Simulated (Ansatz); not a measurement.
The end point of a relaxation of VO2. Space group Pbca (No. 61). Calculation: PBEsol (plane waves to 420 eV, PAW, scalar-relativistic; Ansatz, a quantum-chemistry and plane-wave program).

```cif
data_O16V8
_chemical_formula_sum 'V8 O16'
_space_group_name_H-M_alt 'Pbca'
_space_group_IT_number 61
_space_group_name_Hall '-P 2ac 2ab'
_cell_length_a 5.04494
_cell_length_b 8.91544
_cell_length_c 5.30923
_cell_angle_alpha 90.000
_cell_angle_beta 90.000
_cell_angle_gamma 90.000
loop_
_space_group_symop_operation_xyz
  'x, y, z'
  '-x, -y, -z'
  '-x+1/2, -y, z+1/2'
  'x+1/2, y, -z+1/2'
  'x+1/2, -y+1/2, -z'
  '-x+1/2, y+1/2, z'
  '-x, y+1/2, -z+1/2'
  'x, -y+1/2, z+1/2'
loop_
_atom_site_label
_atom_site_type_symbol
_atom_site_symmetry_multiplicity
_atom_site_Wyckoff_symbol
_atom_site_fract_x
_atom_site_fract_y
_atom_site_fract_z
_atom_site_occupancy
V1 V 8 c 0.14408 0.37207 0.39563 1
O1 O 8 c 0.31308 0.49290 0.14875 1
O2 O 8 c 0.46096 0.27009 0.39473 1
```

Problem. Estimate the band gap that PBEsol returns for this input.

Solution. No gap: a half-metal at this level (one spin channel is gapped at the Fermi level).

Problem. Estimate the magnetic moment that PBEsol returns for this input.

Solution. Net 0.33 μB/atom, ferromagnetic.

Spin state reached: ferromagnetic (net 0.33 μB/atom), from parallel starting moments; other spin orders were not run from this start. No Hubbard U is applied.

The run could not lose the symmetry of its start.

The first start was generated by placing the elements on the sites of a structure type. Materials Project lists a structure of VO2 in the same space group, Pbca (No. 61); the sites were not compared with it, nor with measured phases. Known forms of VO2 include space group No. 136.
